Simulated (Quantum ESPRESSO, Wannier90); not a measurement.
## Wannierisation of MoSe2 (R3m)

```xyz
3
Lattice="-1.6601 2.8753 0.0000 -3.3201 0.0000 0.0000 -1.6601 0.9584 6.8598" Properties=species:S:1:pos:R:3 pbc="T T T"
Mo     1.6601    -0.9584    -0.0019
Se    -1.6601     0.9584    -1.6569
Se    -1.6601     0.9584     1.6519
```

Structure: Materials Project mp-7581, symmetrised, not relaxed again. Not found in the COD (Crystallography Open Database) copy used, which has the formula in other groups; not checked further. Method: PBEsol plane waves in Quantum ESPRESSO 7.5 (PseudoDojo norm-conserving files, 69 Ry, spinors with spin-orbit coupling), Bloch states on a 6×6×6 mesh through Γ, Wannier90 4.0.1. Density: 12×12×12 mesh, cold smearing 0.01 Ry. The cell is built of weakly bound layers, chains or molecules, whose nearest atoms lie 4.04 Å apart. Database cells relaxed without dispersion often hold them too far apart, which can enlarge gaps and weakens couplings between them; spacing and stacking were not compared with the measured crystal.

A tight-binding model is made by disentanglement and projection with no localisation steps (num_iter = 0), so the 22 orbitals stay atom-like: hydrogen-like Mo: d; Se: p, axes along x, y, z; frozen window up to 2.56 eV relative to the valence-band maximum. It follows pw.x to 8.7 meV rms for states up to 2.1 eV relative to the valence-band maximum. Matrix elements depend on this choice of orbitals and windows.

Question: What are the on-site energies relative to the valence-band maximum, and how fast do the hoppings decay?

Answer: 
```csv
atom,orbitals,energy (eV)
Mo1,dz2↑ dz2↓,-0.56
Mo1,dxz↑ dxz↓ dyz↑ dyz↓,0.31
Mo1,dx2-y2↑ dx2-y2↓ dxy↑ dxy↓,-0.41
Se2,pz↑ pz↓,-1.87
Se2,px↑ px↓ py↑ py↓,-1.62
Se3,pz↑ pz↓,-1.86
Se3,px↑ px↓ py↑ py↓,-1.63
```

```csv
distance of the centres (Å),largest modulus (eV)
2–3,1.4
3–4,1.2
4–5,0.18
5–6,0.069
6–7,0.086
7–8,0.030
```
